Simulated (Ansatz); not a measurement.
## Calculated field gradients at the nuclei for TiSi2 under strain

The cell is an entry of the Crystallography Open Database (COD), relaxed with PBE at fixed cell and then changed (z stretched by 1 %, ions relaxed).

```
CELL_PARAMETERS angstrom
0.00000 4.11800 4.30412
2.38650 0.00000 4.30412
2.38650 4.11800 0.00000
ATOMIC_POSITIONS crystal
Ti 0.75000 0.75000 0.75000
Ti 0.50000 0.50000 0.50000
Si 0.08705 0.41295 0.08705
Si 0.41295 0.08705 0.41295
Si 0.16295 0.83705 0.16295
Si 0.83705 0.16295 0.83705
```

Atoms are numbered from 1 in the order listed; like atoms form one site, named after its first atom.

All values are calculated (Ansatz; DFT, PBE, plane waves and PAW, scalar-relativistic, 420 eV cutoff, Γ-centred 13×13×13 k-points, Fermi–Dirac smearing 0.05 eV), not measured.

Conventions: |V_zz| ≥ |V_yy| ≥ |V_xx|, η = (V_xx − V_yy)/V_zz, C_Q = eQV_zz/h.

⁴⁷Ti: I = 5/2, Q = 302.0 mb. Q values from Pyykkö, Mol. Phys. 116, 1328 (2018).

Question: Which values are expected at the nuclei?

Answer: 

| site | atoms (order as listed) | first shell | V_xx, V_yy, V_zz (10²¹ V/m²) | η | C_Q (MHz) |
| --- | --- | --- | --- | --- | --- |
| Ti | 1, 2 | 10 Si at 2.56–2.78 Å, 4 Ti at 3.21 Å | -0.36, -0.83, 1.19 | 0.39 | 8.70 |
| Si | 3, 4, 5, 6 | 2 Si at 2.54 Å, 5 Ti at 2.56–2.78 Å; also 3 Si at 2.68–2.78 Å | 1.27, 1.89, -3.16 | 0.20 | – |

Si has no stable isotope with a ground-state quadrupole moment in the table, so no C_Q is given.

With no gap above 0.1 eV, as in a metal, the gradients converge slowly in k; expect changes of a tenth or more on a denser mesh.
